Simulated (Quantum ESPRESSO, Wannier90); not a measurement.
## TlI (Cmcm), plane waves to Wannier functions

Cell from Materials Project (mp-22858), symmetrised, no further relaxation. COD (Crystallography Open Database) has the formula in 2 space groups, this one among them (matched by group alone). Method: PBEsol plane waves in Quantum ESPRESSO 7.5 (PseudoDojo norm-conserving files, 56 Ry, spinors with spin-orbit coupling), Bloch states on a 6×4×6 mesh through Γ, Wannier90 4.0.1. Density: 8×6×8 mesh, cold smearing 0.01 Ry.

```
begin unit_cell_cart
ang
    4.6754900000    0.0000000000    0.0000000000
    0.0000000000    0.0000000000   -5.2436600000
   -2.3377450000    6.5440850000    0.0000000000
end unit_cell_cart
mp_grid = 6 4 6
```

Task: Which shells of neighbouring k-points and which b-vectors and weights does Wannier90 pick for this cell and mesh?

Result: 
```
 *---------------------------------- K-MESH ----------------------------------*
 +----------------------------------------------------------------------------+
 |                    Distance to Nearest-Neighbour Shells                    |
 |                    ------------------------------------                    |
 |          Shell             Distance (Ang^-1)          Multiplicity         |
 |          -----             -----------------          ------------         |
 |             1                   0.160022                      2            |
 |             2                   0.237838                      4            |
 |             3                   0.299561                      2            |
 |             4                   0.320044                      2            |
 |             5                   0.328300                      4            |
 |             6                   0.339623                      4            |
 |             7                   0.382497                      8            |
 |             8                   0.438366                      4            |
       ... (lines left out)
 +----------------------------------------------------------------------------+
 | The b-vectors are chosen automatically                                     |
 | The following shells are used:                       1,  2,  3             |
 +----------------------------------------------------------------------------+
 |                        Shell   # Nearest-Neighbours                        |
 |                        -----   --------------------                        |
 |                          1               2                                 |
 |                          2               4                                 |
 |                          3               2                                 |
 +----------------------------------------------------------------------------+
 | Completeness relation is fully satisfied [Eq. (B1), PRB 56, 12847 (1997)]  |
 +----------------------------------------------------------------------------+
 |                  b_k Vectors (Ang^-1) and Weights (Ang^2)                  |
 |                  ----------------------------------------                  |
 |            No.         b_k(x)      b_k(y)      b_k(z)        w_b           |
 |            ---        --------------------------------     --------        |
 |             1         0.000000    0.160022    0.000000    17.034116        |
 |             2         0.000000   -0.160022    0.000000    17.034116        |
 |             3         0.223976    0.080011    0.000000     4.983530        |
 |             4         0.223976   -0.080011    0.000000     4.983530        |
 |             5        -0.223976   -0.080011    0.000000     4.983530        |
 |             6        -0.223976    0.080011    0.000000     4.983530        |
 |             7         0.000000    0.000000   -0.299561     5.571848        |
 |             8         0.000000    0.000000    0.299561     5.571848        |
```
